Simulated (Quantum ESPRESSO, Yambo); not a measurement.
## Mg₃ZnO₄: DFT and GW levels

```
CELL_PARAMETERS angstrom
      3.02619     0.00000     0.00000
      0.00000     3.02619     0.00000
      0.00000     0.00000     8.55324
ATOMIC_POSITIONS crystal
  O  0.00000 0.00000 0.25308
  O  0.00000 0.00000 0.74692
  O  0.50000 0.50000 0.00000
  O  0.50000 0.50000 0.50000
  Mg 0.50000 0.50000 0.75043
  Mg 0.50000 0.50000 0.24957
  Mg 0.00000 0.00000 0.50000
  Zn 0.00000 0.00000 0.00000
```

The geometry is that of Materials Project entry mp-1222124, symmetrised and not relaxed again.

Starting point: PBEsol (Quantum ESPRESSO, PseudoDojo norm-conserving, 84 Ry, without SOC). G0W0 in Yambo: 4×4×2 Γ-centred k mesh, bands 8 to 166 and a 8 Ry block in the screening, 166 bands in G with the Bruneval-Gonze terminator, plasmon pole fitted at 27.2 eV.

```yaml
PBEsol gap along the band path: 2.44 eV
PBEsol gap between the mesh's edge points (X → Γ): 2.44 eV
G0W0 gap between the same points: 4.32 eV
PBEsol smallest direct gap on the mesh (at Γ): 3.22 eV
G0W0 direct gap at that point: 5.16 eV
```

```tsv
k point	band	E PBEsol (eV)	E QP (eV)	shift (eV)	Z
Γ	VB	-0.78	-1.85	-1.07	0.79
Γ	CB	2.44	3.31	0.87	0.84
Z	VB	-0.84	-1.97	-1.14	0.79
Z	CB	3.24	4.19	0.95	0.83
X	VB	0.00	-1.01	-1.01	0.79
X	CB	6.09	7.12	1.03	0.84
R	VB	0.00	-1.01	-1.01	0.79
R	CB	6.38	7.45	1.07	0.84
M	VB	-2.03	-3.32	-1.29	0.79
M	CB	5.18	6.43	1.26	0.84
A	VB	-2.01	-3.38	-1.37	0.82
A	CB	5.36	6.66	1.29	0.84
```

Energies count from the PBEsol valence-band maximum.

Nearest settings tried, and what they do to the gap: 114 bands in W, 114 bands in G: +92 meV; 7 Ry block (185 vectors against 227): -23 meV; 4×4×1 mesh: -27 meV. So the settings aren't converged at that level. Oxides, nitrides and fluorides with a shallow 3d shell are known to need far more bands and larger blocks.

The structure is a Materials Project entry; no match was found in the copy of COD used, and its stability was not checked.
